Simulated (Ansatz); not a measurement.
Consider the following.

Starting cell, MoS₂ (3R-MoS2 type, space group R3m):

```xyz
3
Lattice="1.5876 0.9166 6.1949 -1.5876 0.9166 6.1949 0.0000 -1.8332 6.1949" Properties=species:S:1:pos:R:3 pbc="T T T"
Mo     0.0000     0.0000     0.0001
S      0.0000     0.0000    13.9441
S      0.0000     0.0000    10.8349
```

Scan: atom 2 (S, nearest neighbour Mo at 2.403 Å; its periodic images, 3.2 Å or more away, move with it) is displaced along Cartesian z, direction (0.000, 0.000, 1.000) in Cartesian axes, by s. The other atoms stay.

Calculation: r2SCAN+rVV10 (plane waves to 500 eV, PAW, scalar-relativistic; Ansatz, a program for electronic structure). k mesh 10×10×10 (Γ-centred), Fermi-Dirac smearing 0.05 eV. The energy includes the smearing's −TS. As the smearing reaches across the gap at some points, energies and forces of such displacements shift with the k mesh and the smearing. MoS2 is run without spin polarisation. MoS2 was relaxed with its symmetry unable to fall. This is one of several known forms of MoS2; the measured ambient cells at hand have space group No. 194. ΔE is measured from the undisplaced structure.

The scan covers s from -0.480 to 0.480 Å in 11 points.

Is the energy the same for displacements of ±0.480 Å, and if not, which side lies higher?

Not even: the negative side lies higher at ±0.480 Å. With its periodic images moving along, the atom's site symmetry in this cell is 3m.

What is the energy change at s = 0.480 Å?

1419 meV/cell.

What force acts on the atom along the line at s = -0.480 Å?

10.2 eV/Å.

What is the force constant k = d²E/ds² of this move at s = 0?

18.1 eV/Å².

(For displaced atoms, the force is minus the slope of the energy, and its curvature is a force constant, which sets phonon frequencies.)
